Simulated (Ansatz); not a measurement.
One crystal and one scan (scan of one atom of the cell) at two levels, r2SCAN (plane waves to 500 eV, PAW, scalar-relativistic; Ansatz, an electronic-structure program) and PBE (plane waves to 420 eV, PAW, scalar-relativistic; Ansatz), each from its own relaxed cell and on its own mesh. The cell shown is that of r2SCAN.

CdSe (wurtzite)

```yaml
crystal:
  lattice:
    - [4.33999, 0.00000, 0.00000]
    - [-2.17000, 3.75854, 0.00000]
    - [0.00000, 0.00000, 7.07803]
  atoms:
    - { symbol: Cd, position: [0.66667, 0.33333, 0.00056] }
    - { symbol: Cd, position: [0.33333, 0.66667, 0.50056] }
    - { symbol: Se, position: [0.66667, 0.33333, 0.62464] }
    - { symbol: Se, position: [0.33333, 0.66667, 0.12464] }
```

In each cell atom 4 (Se, nearest neighbour Cd at 2.655 Å; its periodic images, 4.3 Å or more away, move with it) moves by s·(0.000, 0.000, 1.000) (along Cartesian z), the rest being held.

The energy includes the smearing's −TS. CdSe was relaxed with its symmetry unable to fall. (PBE) Left out: 1 of 11 points, with atoms too close for the PAW data. (r2SCAN) Left out: 1 of 11 points, with atoms too close for the PAW data. Percentages come from the unrounded values. Both scans cover s from -0.800 to 0.640 Å.

Results of r2SCAN:

```
Property                                                                                                                   Value
----------------------------------------------------------------  --------------------------------------------------------------
Lattice constant a (Å)                                                                                                     4.340
Lattice constant c (Å)                                                                                                     7.078
Relaxed volume (Å³/atom)                                                                                                   28.86
Energy at s = 0.640 Å (meV/cell)                                                                                            2966
Force along the line at s = -0.800 Å (eV/Å)                                                                                1.465
Force constant k = d²E/ds² at s = 0 (finite differences) (eV/Å²)                                                            6.71
Symmetry of the curve                                                        not even: the positive side lies higher at ±0.640 Å
Shape of the curve                                                a single well with its minimum at or next to zero displacement
```

Question: Estimate the PBE values.

Answer: 
| quantity | PBE | r2SCAN − PBE |
|---|---|---|
| Lattice constant a (Å) | 4.383 | -0.043 (-1.0 %) |
| Lattice constant c (Å) | 7.154 | -0.076 (-1.1 %) |
| Relaxed volume (Å³/atom) | 29.75 | -0.89 (-3.0 %) |
| Energy at s = 0.640 Å (meV/cell) | 2647 | +319 (+12 %) |
| Force along the line at s = -0.800 Å (eV/Å) | 1.274 | +0.191 (+15 %) |
| Force constant k = d²E/ds² at s = 0 (finite differences) (eV/Å²) | 6.00 | +0.71 (+12 %) |

r2SCAN gives the higher value for: energy at s = 0.640 Å; force along the line at s = -0.800 Å; force constant k = d²E/ds² at s = 0. r2SCAN gives the lower value for: lattice constant a; lattice constant c; relaxed volume. Both give the same symmetry of the curve: not even: the positive side lies higher at ±0.640 Å. Neither level is exact: the differences show how much the result hangs on the functional.

(A displaced cell: forces are minus the slopes of the energy, force constants its curvatures, and phonons follow from these.)
